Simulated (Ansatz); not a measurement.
## Lattice vibrations of Si3NiPt2 at Γ

Theory: Ansatz, DFT PBE, scalar-relativistic, plane waves, PAW. Cutoff 420 eV, 12×4×8 k-points (Γ-centred), Fermi-Dirac smearing of 0.15 eV. No spin polarisation. Phonons by linear response, acoustic sum rule imposed.

Relaxed structure:
```xyz
12
Lattice="3.3852 0.0000 0.0000 0.0000 9.9693 0.0000 0.0000 0.0000 4.9289" Properties=species:S:1:pos:R:3 pbc="T T T"
Si    1.6926    1.5626    0.8347
Si    1.6926    4.9846    0.7275
Si    1.6926    8.4067    0.8347
Si    0.0000    0.0000    4.2014
Si    0.0000    3.4221    4.0942
Si    0.0000    6.5472    4.0942
Ni    1.6926    4.9846    3.2974
Ni    0.0000    0.0000    1.6314
Pt    1.6926    1.6544    3.3275
Pt    1.6926    8.3149    3.3275
Pt    0.0000    3.3303    1.6014
Pt    0.0000    6.6390    1.6014
```

It was reached by relaxing an invented guess, and it needn't be the stable form of this composition. In a metal, frequencies depend on the k mesh and the smearing, soft modes most. Spin–orbit coupling is left out, which matters for heavy elements.

Optical modes at Γ:
```csv
frequency (cm⁻¹),degeneracy
68,1
75,1
85,1
89,1
93,1
94,1
99,1
106,1
127,1
128,1
130,1
138,1
145,1
174,1
181,1
189,1
201,1
203,1
218,1
225,1
243,1
258,1
261,1
270,1
272,1
291,1
308,1
309,1
321,1
363,1
373,1
377,1
380,1
```

All 33 optical modes at Γ are real: no displacement of atoms at fixed cell lowers the energy to second order. Strains and modes at other wave vectors aren't tested by this run.
